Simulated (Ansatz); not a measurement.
# Ti (P6_3/mmc) as a metal

```
CELL_PARAMETERS angstrom
2.90123 0.00000 0.00000
-1.45061 2.51253 0.00000
0.00000 0.00000 4.59412
ATOMIC_POSITIONS crystal
Ti 0.33333 0.66667 0.25000
Ti 0.66667 0.33333 0.75000
```

Level of theory, where no other is named: PBEsol, all-electron LAPW in Ansatz 0.2.0, scalar-relativistic. k mesh 14×14×8, fine mesh 20×20×12, Fermi-Dirac smearing of 0.100 eV, basis error target 1 meV/atom. The cell was relaxed by PAW under this functional, which moved its volume by -5 % from the database entry's.

Levels and slopes are solved on a 20×20×12 mesh, and each state is taken as quadratic over its cell.

Problem. What is the density of states at the Fermi level, and which bare Sommerfeld coefficient follows?

Solution. N(E_F) = 0.88 states/eV/atom (both spins), so γ = (π²/3) k_B² N(E_F) = 2.07 mJ/(mol-atom K²) without electron-phonon or spin-fluctuation enhancement.

Problem. What Drude plasma energy and σ/τ do the band velocities give?

Solution. (ħω_p,α)² = (e²/ε₀VN_k) Σ_nkσ (∂E/∂k_α)² δ(E − E_F) gives ħω_p = (4.00, 4.00, 3.69) eV along x, y, z, and σ/τ = ε₀ω_p² = 3.26×10²⁰ Ω⁻¹m⁻¹s⁻¹ along x. Weighted by the density of states, the mean Fermi speed is 0.309×10⁶ m/s; the surface has an area of 13.3 Å⁻² for each spin direction.

Problem. Which bands cross the Fermi level, and what do they carry?

Solution. 

```
band  filled part  N (states/eV/cell)  speed (10⁶ m/s)  5th to 95th percentile  area (Å⁻²)       filling
   1         0.97               0.179            0.402            0.10 to 0.60        1.75   nearly full
   2         0.91               0.463            0.342            0.20 to 0.40        3.86   nearly full
   3         0.08               0.709            0.291            0.12 to 0.53        5.03  nearly empty
   4         0.03                0.41            0.262            0.15 to 0.46        2.62  nearly empty
```

Problem. Map the plane k₃ = 1/2 of the mesh: how many bands lie under the Fermi level at each point, counted from the least on the plane?

Solution. k₁ runs to the right and k₂ upwards, each from −½ to ½ with 0 in the middle (the axes needn't be at right angles):
```
22222442222222444422
22222222222222444442
22222222222222444444
42222222222222444444
44222222222222444444
44222222222222244444
22222222222222222222
22222222222222222222
22222222200222222222
22222222200022222222
22222222220022222222
22222222222222222222
22222222222222222222
44444422222222222224
44444442222222222224
44444442222222222222
24444442222222222222
22444442222222222222
22244442222222442222
22224442222222444222
```

Problem. On PAW files the program sums the optical response inside the mesh cells, interband lines and its own Drude term. Where does ε₁ rise through zero (a sharp plasmon if ε₂ is small there), and how much light is reflected?

Solution. 

| Item | Value |
| --- | --- |
| Fine mesh | 20, 20, 12 |
| Window top | 30 eV |
| Line width | 0.15 eV |
| Drude damping | 0.05 eV |
| ε₁ rises through zero at x | 0.55, 6.47, 9.18, 16.85 eV |
| ε₂ there x | 42.6, 3.51, 0.77, 0.49 |
| ε₁ rises through zero at z | 0.37, 1.05, 9.22, 11.12, 15.66 eV |
| ε₂ there z | 94.57, 43.88, 1.45, 1.92, 0.73 |
| Plasma energy (x, y, z) | 4.023, 4.023, 3.991 eV |
| Reflectivity at 1 eV, x-polarised | 0.6262 |
| Reflectivity at 2 eV, x-polarised | 0.6364 |
| Reflectivity at 3 eV, x-polarised | 0.5674 |

The plasma energy here is the program's own sum at the run's smearing; it differs from the value above by up to 8 %, through mesh and smearing.

Problem. What does PAW give for the same cell?

Solution. N(E_F) = 0.881 states/eV/atom and ħω_p,x = 3.99 eV.

Caveats: these sums move with the mesh, by several per cent and more for small sheets; frozen-core PAW files fitted under PBE, their cores solved anew for the functional of the run.
